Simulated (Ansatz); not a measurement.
LaF$_{3}$ (space group P6_3/mmc)

```
LaF3
1.0
    4.15905     0.00000     0.00000
   -2.07952     3.60184     0.00000
    0.00000     0.00000     7.34099
La F
2 6
Cartesian
  2.07952   1.20061   5.50575
  0.00000   2.40123   1.83525
  0.00000   2.40123   6.75344
  2.07952   1.20061   0.58756
  2.07952   1.20061   3.08294
  0.00000   2.40123   4.25805
  0.00000   0.00000   1.83525
  0.00000   0.00000   5.50575
```

The slice is a (0001) plane (indices of the conventional cell) through the point (0.333, 0.667, 0.580) (fractional), spanned by u = [110] and v = [1 -1 0] in vectors of this cell: u (4.16 Å) and v (7.20 Å, at 90° to u). It covers one period; positions are fractions (u, v).

These are r2SCAN (plane waves to 500 eV, PAW, scalar-relativistic; Ansatz, a first-principles code) values and carry that method's errors. k mesh 9×9×5. These are valence fields of a PAW run, semicore shells included where kept as valence: close to a nucleus they are smooth pseudo fields. LaF3 is run without spin polarisation. LaF3 was relaxed with its symmetry unable to fall. This is one of several known forms of LaF3; the measured ambient cells at hand have space group No. 165.

Q: Predict the map of the valence electron density on the slice.

A: 
| v \ u | 0.00 | 0.12 | 0.25 | 0.38 | 0.50 | 0.62 | 0.75 | 0.88 |
|---|---|---|---|---|---|---|---|---|
| 0.96 | 1.0 | 0.4 | -0.7 | -1.2 | -1.1 | -1.2 | -0.7 | 0.4 |
| 0.86 | -0.7 | -0.9 | -1.1 | -0.7 | -0.5 | -0.7 | -1.1 | -0.9 |
| 0.75 | -1.4 | -1.5 | -1.4 | -0.9 | -0.7 | -0.9 | -1.4 | -1.5 |
| 0.64 | -1.2 | -1.3 | -1.4 | -0.9 | -0.6 | -0.9 | -1.4 | -1.3 |
| 0.54 | -1.5 | -1.4 | -0.8 | 0.4 | 1.0 | 0.4 | -0.8 | -1.4 |
| 0.43 | -0.8 | -1.0 | -0.8 | 0.0 | 0.5 | 0.0 | -0.8 | -1.0 |
| 0.32 | -0.4 | -0.7 | -1.2 | -1.3 | -1.1 | -1.3 | -1.2 | -0.7 |
| 0.21 | -0.9 | -1.1 | -1.5 | -1.4 | -1.2 | -1.4 | -1.5 | -1.1 |
| 0.11 | -0.1 | -0.5 | -1.2 | -1.4 | -1.3 | -1.4 | -1.2 | -0.5 |
| 0.00 | 1.1 | 0.5 | -0.7 | -1.4 | -1.4 | -1.4 | -0.7 | 0.5 |

Values: log₁₀ of the valence density in e/Å³. The scale is logarithmic, as a density can span decades between atoms and voids.
